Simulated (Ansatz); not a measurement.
# MgV₂PbO₂F₈, one structure, two calculations

Cell: a computed structure from the Materials Project (it need not be an observed phase), its atoms then relaxed with PBE in this cell.

```yaml
crystal:
  lattice:
    - [5.47101, 0.00000, 0.00000]
    - [-2.67485, 6.07410, 0.00000]
    - [-0.75668, -2.51205, 7.30068]
  atoms:
    - { symbol: Mg, position: [0.00000, 0.00000, 0.50000] }
    - { symbol: V, position: [0.38834, 0.70934, 0.28482] }
    - { symbol: V, position: [0.61166, 0.29066, 0.71518] }
    - { symbol: Pb, position: [0.00000, 0.00000, 0.00000] }
    - { symbol: O, position: [0.28577, 0.43607, 0.18186] }
    - { symbol: O, position: [0.71423, 0.56393, 0.81814] }
    - { symbol: F, position: [0.27717, 0.83369, 0.11616] }
    - { symbol: F, position: [0.72283, 0.16631, 0.88384] }
    - { symbol: F, position: [0.76024, 0.89432, 0.24775] }
    - { symbol: F, position: [0.23976, 0.10568, 0.75225] }
    - { symbol: F, position: [0.62256, 0.79408, 0.51936] }
    - { symbol: F, position: [0.37744, 0.20592, 0.48064] }
    - { symbol: F, position: [0.11827, 0.74476, 0.41014] }
    - { symbol: F, position: [0.88173, 0.25524, 0.58986] }
```

Sites (sets of like atoms) are named by element and the number of their first atom in this list.

First run. Computed with Ansatz: DFT, PBE, plane waves and PAW, scalar-relativistic, collinear spin, 420 eV cutoff, Γ-centred 4×4×3 k-points, Fermi–Dirac smearing 0.02 eV. Start moments as typed (μB): 1 on each V, none on the rest.

```
site  atom  V_zz (10²¹ V/m²)     η  m (μB)
  Mg     1              1.33  0.99    0.00
   V     2              6.28  0.59    0.68
  Pb     4            -15.19  0.37    0.00
   O     5             -1.05  0.88   -0.07
  F7     7              9.94  0.22    0.01
  F9     9              7.40  0.68    0.00
 F11    11              7.63  0.21    0.01
 F13    13              9.77  0.41    0.02
```

Second run. The same atoms and settings, except that the start moments (μB) are 0 1 -1 0 0 0 0 0 0 0 0 0 0 0 by atom.

Problem. Given the first result, estimate the second.

Solution. 

| site | atom | V_zz | η | change of V_zz | m (μB) |
| --- | --- | --- | --- | --- | --- |
| Mg | 1 | 1.33 | 0.99 | 0.00 | 0.00 |
| V | 2 | 6.28 | 0.59 | 0.00 | 0.68 |
| Pb | 4 | -15.19 | 0.37 | 0.00 | 0.00 |
| O | 5 | -1.05 | 0.88 | 0.00 | -0.07 |
| F7 | 7 | 9.94 | 0.22 | 0.00 | 0.01 |
| F9 | 9 | 7.40 | 0.68 | 0.00 | 0.00 |
| F11 | 11 | 7.63 | 0.21 | 0.00 | 0.01 |
| F13 | 13 | 9.77 | 0.41 | 0.00 | 0.02 |

No V_zz moves by more than 0.01.

Spin–orbit coupling is left out, which shifts gradients on Pb by a few per cent, and by more where contributions nearly cancel. The magnetic order is the one that the run reached from its start moments, not necessarily the measured one.
For the first run: All moments are parallel here, as the start or the cell imposes; many such compounds order antiparallel, where fields and spin densities carried over to other atoms largely cancel.
